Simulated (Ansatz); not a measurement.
## How the functional moves the response of CdPt (P4/mmm) (r²SCAN, PBEsol)

```
Cd Pt
1.0
     2.97699    0.00000    0.00000
     0.00000    2.97699    0.00000
     0.00000    0.00000    3.84039
Cd Pt
1 1
Direct
  0.00000 0.00000 0.00000
  0.50000 0.50000 0.50000
```

This cell (17.02 Å³ an atom) was relaxed by PAW under r²SCAN, and each functional gets its own cell relaxed so. Quantity: elastic moduli (Hill averages, relaxed ions; θ_D from sound speeds over directions). The structure is a database entry and needn't be the stable phase.

Runs: (1) r²SCAN, PAW on Ansatz 0.2.0's default frozen-core files (fitted under PBE), scalar-relativistic; k mesh 16×16×12, strains of ±0.008, Fermi-Dirac smearing of 0.080 eV, cutoff 500 eV. (2) PBEsol, PAW on Ansatz 0.2.0's default frozen-core files (fitted under PBE), scalar-relativistic; k mesh 16×16×12, strains of ±0.005, Fermi-Dirac smearing of 0.050 eV, cutoff 420 eV.

Under r²SCAN: B = 158 GPa, G = 54.7 GPa, C11 = 237 GPa, C33 = 207 GPa, C44 = 69.8 GPa, ν = 0.345, θ_D = 247 K.

Problem. Which way does PBEsol move the volume, and by how much?

Solution. a = 2.947, c = 3.830 Å, 16.63 Å³ an atom: 2.3 % smaller.

Problem. What does PBEsol give for these quantities?

Solution. 

```
quantity    r²SCAN    PBEsol     change
       B   158 GPa   169 GPa       +7 %
       G  54.7 GPa  57.2 GPa       +5 %
     C11   237 GPa   253 GPa       +7 %
     C33   207 GPa   212 GPa       +2 %
     C44  69.8 GPa  77.1 GPa      +10 %
       ν     0.345     0.347  under 1 %
     θ_D     247 K     252 K       +2 %
```

Caveats: frozen-core PAW files fitted under PBE, their cores solved anew for the functional of the run; responses of metals move with mesh and smearing; no spin-orbit coupling on heavy atoms; the softest shear constant rests on one k mesh, and a soft shear can herald a distortion on cooling; elastic stability says nothing of phonons or of other phases.
